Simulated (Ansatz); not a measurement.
The start is a generated cell, HfSiO4 placed in the zircon structure type. The structure is fully relaxed (lattice and positions, P = 0) with PBEsol (plane waves to 420 eV, PAW, scalar-relativistic; Ansatz, a quantum-chemistry and plane-wave program). The first steps use a coarse 4×4×4 k-mesh.

The start:
```yaml
crystal:
  lattice:
    - [-3.29631, 3.29631, 2.98456]
    - [3.29631, -3.29631, 2.98456]
    - [3.29631, 3.29631, -2.98456]
  atoms:
    - { symbol: O, position: [0.13610, 0.32010, 0.81600] }
    - { symbol: O, position: [0.61390, 0.92990, 0.68400] }
    - { symbol: O, position: [0.24590, 0.92990, 0.31600] }
    - { symbol: O, position: [0.50410, 0.32010, 0.18400] }
    - { symbol: O, position: [0.67990, 0.86390, 0.18400] }
    - { symbol: O, position: [0.07010, 0.75410, 0.68400] }
    - { symbol: O, position: [0.07010, 0.38610, 0.31600] }
    - { symbol: O, position: [0.67990, 0.49590, 0.81600] }
    - { symbol: Si, position: [0.50000, 0.50000, 0.00000] }
    - { symbol: Si, position: [0.25000, 0.75000, 0.50000] }
    - { symbol: Hf, position: [0.75000, 0.25000, 0.50000] }
    - { symbol: Hf, position: [0.00000, 0.00000, 0.00000] }
```

Problem. Which atoms feel the largest initial force, and how large is it?

Solution. 0.59 eV/Å, on O1, O2, O3, O4, O5, O6, O7, O8 (atoms numbered as listed).

Problem. By how much does the energy per atom fall from start to end?

Solution. 2 meV/atom.

Problem. How does the volume per atom move from start to end?

Solution. -0.4 %, from 10.81 to 10.77 Å³/atom.

Problem. How do the shortest distances between atoms change?

Solution. The closest pairs of elements (up to four, under 3.6 Å), start → end: O–Si 1.62 → 1.63 Å; Hf–O 2.12 → 2.11 Å; O–O 2.43 → 2.43 Å; Hf–Si 2.98 → 2.98 Å.

Problem. Give the final cell and atomic positions.

Solution. 
```cif
data_Hf4O16Si4
_chemical_formula_sum 'O16 Si4 Hf4'
_space_group_name_H-M_alt 'I41/amd :1'
_space_group_IT_number 141
_space_group_name_Hall 'I 4bw 2bw -1bw'
_cell_length_a 6.58210
_cell_length_b 6.58210
_cell_length_c 5.96610
_cell_angle_alpha 90.000
_cell_angle_beta 90.000
_cell_angle_gamma 90.000
loop_
_atom_site_label
_atom_site_type_symbol
_atom_site_symmetry_multiplicity
_atom_site_Wyckoff_symbol
_atom_site_fract_x
_atom_site_fract_y
_atom_site_fract_z
_atom_site_occupancy
O1 O 16 h 0.31521 0.00000 0.06813 1
Si1 Si 4 b 0.00000 0.00000 0.50000 1
Hf1 Hf 4 a 0.00000 0.00000 0.00000 1
```
(The calculation used a cell of 12 atoms; values per cell refer to that cell.)

The space group stays I4₁/amd (No. 141) (the run could not lower it); the end is AFLOW prototype A4BC_tI24_141_h_b_a (as in ZrSiO4), with 12 atoms in the primitive cell. Final values are on a 6×6×6 k-mesh of the relaxed cell. No spin polarisation in the result.

The run could not lose the symmetry of its start; a randomly shaken copy of 12 atoms returns to this structure.

The first start was generated by placing the elements on the sites of a structure type. A measured structure of HfSiO4 has the same space group, I4₁/amd (No. 141); the sites were not compared with it.
